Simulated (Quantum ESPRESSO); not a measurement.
Ga4O4NF, one run as intended and one with a planted mistake

Computed values, not a measurement. The program is pw.x of Quantum ESPRESSO 7.5 (plane-wave density functional theory). The cell is made up: 10 atoms on a corundum lattice, with randomly drawn elements, strain and displacements, not relaxed. PseudoDojo standard norm-conserving files (v0.5 for PBE, v0.4.1 for LDA and PBEsol) set the functional; there is no spin polarisation, spin-orbit coupling or dispersion term, and the masses in the input are unused placeholders.

Intended input:

```
&control calculation='scf', pseudo_dir='./dojo.nc.sr.pbe.v0_5.standard.upf', outdir='./o', disk_io='medium', tprnfor=.true., tstress=.true. /
&system ibrav=0, nat=10, ntyp=4, nbnd=50, ecutwfc=84.00895049, nosym=.true., tot_charge=0,
 occupations='smearing', smearing='fd', degauss=0.0018374661
/
&electrons conv_thr=7.350e-09, electron_maxstep=60, /
ATOMIC_SPECIES
F 1.0 F.upf
Ga 1.0 Ga.upf
N 1.0 N.upf
O 1.0 O.upf
CELL_PARAMETERS angstrom
2.6025 1.5026 4.6736
-2.6025 1.5026 4.6736
0.0 -3.0051 4.6736
ATOMIC_POSITIONS angstrom
Ga -0.0347 0.1506 4.9513
Ga -0.078 -0.0312 2.1307
Ga 0.0766 0.0489 9.1053
Ga 0.0371 0.0237 11.9989
O -0.9926 1.4141 8.1237
N -0.7942 -1.6397 8.0818
F 1.8918 0.0265 8.2984
O 0.9984 -1.5295 5.7691
O 0.8728 1.6184 5.7776
O -1.7935 -0.1328 5.8451
K_POINTS automatic
5 5 5 1 1 1
```

The log is shortened where brackets say so; the opening notice, blank lines, dates and the lines on written files are dropped, and the path of the files is cut. It prints rydbergs, bohrs and kilobars, and counts compression as positive stress. Where no state is partly filled, the Fermi energy that it prints is only some level between the filled and the empty states on the mesh, and need not lie in the true gap.

Log of the intended run:

```
     Program PWSCF v.7.5
     Parallel version (MPI & OpenMP), running on       1 processor cores
     Number of MPI processes:                 1
     Threads/MPI process:                     1
     [start-up lines left out]
     bravais-lattice index     =            0
     lattice parameter (alat)  =      10.5000  a.u.
     unit-cell volume          =     739.9866 (a.u.)^3
     number of atoms/cell      =           10
     number of atomic types    =            4
     number of electrons       =        88.00
     number of Kohn-Sham states=           50
     kinetic-energy cutoff     =      84.0090  Ry
     charge density cutoff     =     336.0358  Ry
     scf convergence threshold =      7.3E-09
     mixing beta               =       0.7000
     number of iterations used =            8  plain     mixing
     Exchange-correlation= PBE
                           (   1   4   3   4   0   0   0)
     [axes and pseudopotential details left out]
   Cartesian axes
     site n.     atom                  positions (alat units)
         1        Ga     tau(   1) = (  -0.0062451   0.0271040   0.8911019  )
         2        Ga     tau(   2) = (  -0.0140379  -0.0056152   0.3834691  )
         3        Ga     tau(   3) = (   0.0137860   0.0088007   1.6387110  )
         4        Ga     tau(   4) = (   0.0066770   0.0042654   2.1594818  )
         5        O      tau(   5) = (  -0.1786415   0.2545003   1.4620492  )
         6        N      tau(   6) = (  -0.1429348  -0.2951022   1.4545084  )
         7        F      tau(   7) = (   0.3404735   0.0047693   1.4934906  )
         8        O      tau(   8) = (   0.1796854  -0.2752692   1.0382841  )
         9        O      tau(   9) = (   0.1570807   0.2912688   1.0398138  )
        10        O      tau(  10) = (  -0.3227821  -0.0239005   1.0519620  )
     number of k points=    63  Fermi-Dirac smearing, width (Ry)=  0.0018
                       cart. coord. in units 2pi/alat
        k(    1) = (   0.0000000   0.0000000   0.1188886), wk =   0.0320000
        k(    2) = (   0.0000000  -0.2465283   0.1981495), wk =   0.0320000
     [further k points left out]
     Dense  grid:    76887 G-vectors     FFT dimensions: (  64,  64,  64)
     Estimated max dynamical RAM per process >     121.46 MB
     Initial potential from superposition of free atoms
     starting charge      87.9893, renormalised to      88.0000
     Starting wfcs are   60 randomized atomic wfcs
     total cpu time spent up to now is       31.0 secs
     per-process dynamical memory:    71.9 Mb
     Self-consistent Calculation
     iteration #  1     ecut=    84.01 Ry     beta= 0.70
     Davidson diagonalization with overlap
     ethr =  1.00E-02,  avg # of iterations =  2.4
     total cpu time spent up to now is      101.4 secs
     total energy              =    -813.16234373 Ry
     estimated scf accuracy    <       2.38329543 Ry
     iteration #  2     ecut=    84.01 Ry     beta= 0.70
     Davidson diagonalization with overlap
     ethr =  2.71E-03,  avg # of iterations =  3.0
     total cpu time spent up to now is      181.1 secs
     total energy              =    -813.64243766 Ry
     estimated scf accuracy    <       3.58471726 Ry
     [iterations 3 to 12 left out]
     iteration # 13     ecut=    84.01 Ry     beta= 0.70
     Davidson diagonalization with overlap
     ethr =  3.23E-11,  avg # of iterations =  2.0
     total cpu time spent up to now is      980.0 secs
     total energy              =    -814.33337314 Ry
     estimated scf accuracy    <       0.00000001 Ry
     iteration # 14     ecut=    84.01 Ry     beta= 0.70
     Davidson diagonalization with overlap
     ethr =  1.15E-11,  avg # of iterations =  2.0
     total cpu time spent up to now is     1057.2 secs
     End of self-consistent calculation
     [lines on levels left out]
     the Fermi energy is     9.7980 ev
!    total energy              =    -814.33337314 Ry
     estimated scf accuracy    <          2.1E-09 Ry
     smearing contrib. (-TS)   =      -0.00000000 Ry
     internal energy E=F+TS    =    -814.33337314 Ry
     The total energy is F=E-TS. E is the sum of the following terms:
     one-electron contribution =    -258.61620709 Ry
     hartree contribution      =     208.52096410 Ry
     xc contribution           =    -218.42216228 Ry
     ewald contribution        =    -545.81596787 Ry
     convergence has been achieved in  14 iterations
     Forces acting on atoms (cartesian axes, Ry/au):
     atom    1 type  2   force =     0.02863358    0.01973182    0.02982990
     atom    2 type  2   force =     0.06343671    0.09354851   -0.06440296
     atom    3 type  2   force =    -0.12686874   -0.03043906    0.01243607
     atom    4 type  2   force =     0.02146430   -0.09455742   -0.03553663
     atom    5 type  4   force =     0.00528114    0.02341067   -0.00117888
     atom    6 type  3   force =     0.04021759   -0.03310249    0.04837335
     atom    7 type  1   force =    -0.01743889    0.00135878   -0.01408879
     atom    8 type  4   force =     0.02602701    0.02814969    0.01689908
     atom    9 type  4   force =    -0.01103913   -0.00122221    0.00574245
     atom   10 type  4   force =    -0.02971357   -0.00687829    0.00192640
     Total force =     0.236314     Total SCF correction =     0.000041
     Computing stress (Cartesian axis) and pressure
          total   stress  (Ry/bohr**3)                   (kbar)     P=      -71.84
  -0.00060214   0.00016054  -0.00031464          -88.58       23.62      -46.28
   0.00016054  -0.00054239   0.00019217           23.62      -79.79       28.27
  -0.00031464   0.00019217  -0.00032055          -46.28       28.27      -47.15
     init_run     :     29.33s CPU     30.88s WALL (       1 calls)
     electrons    :    989.99s CPU   1026.19s WALL (       1 calls)
     forces       :      9.11s CPU      9.18s WALL (       1 calls)
     stress       :     32.56s CPU     32.66s WALL (       1 calls)
     [timing details left out]
     PWSCF        :  17m41.36s CPU  18m20.79s WALL
     JOB DONE.
```

A second run has one planted mistake: the files are those of another functional. The input lines that differ, file-writing options aside:

```
- &control calculation='scf', pseudo_dir='./dojo.nc.sr.pbe.v0_5.standard.upf', outdir='./o', disk_io='medium', tprnfor=.true., tstress=.true. /
+ &control calculation='scf', pseudo_dir='./dojo.nc.sr.lda.v0_4_1.standard.upf', outdir='./o', disk_io='low', tprnfor=.true., tstress=.true. /
```

Its log:

```
     Program PWSCF v.7.5
     Parallel version (MPI & OpenMP), running on       4 processor cores
     Number of MPI processes:                 4
     Threads/MPI process:                     1
     [start-up lines left out]
     bravais-lattice index     =            0
     lattice parameter (alat)  =      10.5000  a.u.
     unit-cell volume          =     739.9866 (a.u.)^3
     number of atoms/cell      =           10
     number of atomic types    =            4
     number of electrons       =        88.00
     number of Kohn-Sham states=           50
     kinetic-energy cutoff     =      84.0090  Ry
     charge density cutoff     =     336.0358  Ry
     scf convergence threshold =      7.3E-09
     mixing beta               =       0.7000
     number of iterations used =            8  plain     mixing
     Exchange-correlation= SLA  PW   NOGX NOGC
                           (   1   4   0   0   0   0   0)
     [axes and pseudopotential details left out]
   Cartesian axes
     site n.     atom                  positions (alat units)
         1        Ga     tau(   1) = (  -0.0062451   0.0271040   0.8911019  )
         2        Ga     tau(   2) = (  -0.0140379  -0.0056152   0.3834691  )
         3        Ga     tau(   3) = (   0.0137860   0.0088007   1.6387110  )
         4        Ga     tau(   4) = (   0.0066770   0.0042654   2.1594818  )
         5        O      tau(   5) = (  -0.1786415   0.2545003   1.4620492  )
         6        N      tau(   6) = (  -0.1429348  -0.2951022   1.4545084  )
         7        F      tau(   7) = (   0.3404735   0.0047693   1.4934906  )
         8        O      tau(   8) = (   0.1796854  -0.2752692   1.0382841  )
         9        O      tau(   9) = (   0.1570807   0.2912688   1.0398138  )
        10        O      tau(  10) = (  -0.3227821  -0.0239005   1.0519620  )
     number of k points=    63  Fermi-Dirac smearing, width (Ry)=  0.0018
                       cart. coord. in units 2pi/alat
        k(    1) = (   0.0000000   0.0000000   0.1188886), wk =   0.0320000
        k(    2) = (   0.0000000  -0.2465283   0.1981495), wk =   0.0320000
     [further k points left out]
     Dense  grid:    76887 G-vectors     FFT dimensions: (  64,  64,  64)
     Estimated max dynamical RAM per process >     238.91 MB
     Estimated total dynamical RAM >     899.34 MB
     Initial potential from superposition of free atoms
     starting charge      87.9917, renormalised to      88.0000
     Starting wfcs are   60 randomized atomic wfcs
     total cpu time spent up to now is        5.8 secs
     per-process dynamical memory:   191.4 Mb
     Self-consistent Calculation
     iteration #  1     ecut=    84.01 Ry     beta= 0.70
     Davidson diagonalization with overlap
     ethr =  1.00E-02,  avg # of iterations =  2.3
     total cpu time spent up to now is       17.4 secs
     total energy              =    -811.98906399 Ry
     estimated scf accuracy    <       2.22639780 Ry
     iteration #  2     ecut=    84.01 Ry     beta= 0.70
     Davidson diagonalization with overlap
     ethr =  2.53E-03,  avg # of iterations =  3.1
     total cpu time spent up to now is       29.5 secs
     total energy              =    -812.40904575 Ry
     estimated scf accuracy    <       3.65521136 Ry
     [iterations 3 to 12 left out]
     iteration # 13     ecut=    84.01 Ry     beta= 0.70
     Davidson diagonalization with overlap
     ethr =  1.47E-11,  avg # of iterations =  2.7
     total cpu time spent up to now is      152.1 secs
     total energy              =    -813.11115912 Ry
     estimated scf accuracy    <       0.00000001 Ry
     iteration # 14     ecut=    84.01 Ry     beta= 0.70
     Davidson diagonalization with overlap
     ethr =  1.16E-11,  avg # of iterations =  2.0
     total cpu time spent up to now is      162.2 secs
     End of self-consistent calculation
     [lines on levels left out]
     the Fermi energy is     9.3602 ev
!    total energy              =    -813.11115912 Ry
     estimated scf accuracy    <          1.7E-09 Ry
     smearing contrib. (-TS)   =      -0.00000000 Ry
     internal energy E=F+TS    =    -813.11115912 Ry
     The total energy is F=E-TS. E is the sum of the following terms:
     one-electron contribution =    -260.42619363 Ry
     hartree contribution      =     207.58461189 Ry
     xc contribution           =    -214.45360951 Ry
     ewald contribution        =    -545.81596787 Ry
     convergence has been achieved in  14 iterations
     Forces acting on atoms (cartesian axes, Ry/au):
     atom    1 type  2   force =     0.02806490    0.02231145    0.02954319
     atom    2 type  2   force =     0.06010753    0.09371258   -0.06245928
     atom    3 type  2   force =    -0.12242240   -0.02743172    0.01574647
     atom    4 type  2   force =     0.02381796   -0.08936240   -0.03343570
     atom    5 type  4   force =     0.00336841    0.02337315    0.00036073
     atom    6 type  3   force =     0.03817942   -0.03948035    0.04552847
     atom    7 type  1   force =    -0.01747778    0.00154394   -0.01577819
     atom    8 type  4   force =     0.02908182    0.02846070    0.01566333
     atom    9 type  4   force =    -0.01272494   -0.00240447    0.00468476
     atom   10 type  4   force =    -0.02999493   -0.01072288    0.00014623
     Total force =     0.231132     Total SCF correction =     0.000051
     Computing stress (Cartesian axis) and pressure
          total   stress  (Ry/bohr**3)                   (kbar)     P=     -190.75
  -0.00143900   0.00017076  -0.00032221         -211.68       25.12      -47.40
   0.00017076  -0.00135607   0.00017666           25.12     -199.49       25.99
  -0.00032221   0.00017666  -0.00109507          -47.40       25.99     -161.09
     init_run     :      5.58s CPU      5.77s WALL (       1 calls)
     electrons    :    155.45s CPU    156.35s WALL (       1 calls)
     forces       :      1.25s CPU      1.25s WALL (       1 calls)
     stress       :      4.19s CPU      4.19s WALL (       1 calls)
     [timing details left out]
     PWSCF        :   2m46.58s CPU   2m47.72s WALL
     JOB DONE.
```

|  | intended run | run with the mistake |
| --- | --- | --- |
| free energy (eV) | -11079.570 | -11062.941 |
| smearing term -TS (eV) | 0.0000 | 0.0000 |
| pressure (GPa) | -7.18 | -19.08 |
| largest force component (eV/Å) | 3.262 | 3.148 |
| largest change of a force component (eV/Å) |  | 0.164 |
| iterations | 14 | 14 |

For scale, a rerun of the intended cell at 1437 eV and a 7 x 7 x 7 mesh moved values by no more than 0.003 eV in energy, 0.02 GPa in stress and 0.002 eV/Å in force. Files of another functional have another zero of energy, so the energy change says nothing on stability.